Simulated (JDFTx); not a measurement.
WSi2(101) slab cut from bulk WSi2 (space group I4/mmm, indices of the conventional cell, lattice of the Materials Project entry mp-1620, not re-optimised): 9 atoms in 9 planes, a 1x1 cell of 13.56 Å² (|a| = 3.215, |b| = 4.515 Å), 7.7 Å between the outermost planes, Si outermost, slab composition W3Si6, cell height 23.9 Å, 8×8×1 k mesh, Fermi smearing 0.01 Ha, no spin polarisation. Whether this polymorph is the ambient one wasn't checked.

Level of theory: PBE, GBRV ultrasoft potentials, plane waves to 20/100 Ha; code: a modified build of JDFTx. Liquid: CANDLE, water, 2 M NaCl. The neutral cell holds 66 valence electrons and has two faces of 13.564 Å² each. Last filling lines of the neutral and of a charged run (μ in hartree, zero in the bulk liquid):

```
FillingsUpdate:  mu: -0.172238499  nElectrons: 66.000000
FillingsUpdate:  mu: -0.205429000  nElectrons: 65.796982
```

Working it through: both potentials, by the convention U = −μ/e − 4.44 V vs SHE, the surface charge density and the mean capacitance.

U_pzc = 0.17224 × 27.2114 − 4.44 = 0.25 V; U = 0.20543 × 27.2114 − 4.44 = 1.15 V. The cell has -0.2030 excess electrons, a net charge of 0.2030 e, shared by two faces: σ = 0.2030 e / (2 × 13.564 Å²) = 0.00748 e/Å² = 12.0 μC/cm² (1 e/Å² = 1602.18 μC/cm²). C = σ/(U − U_pzc) = 12.0/0.90 ≈ 13 μF/cm².
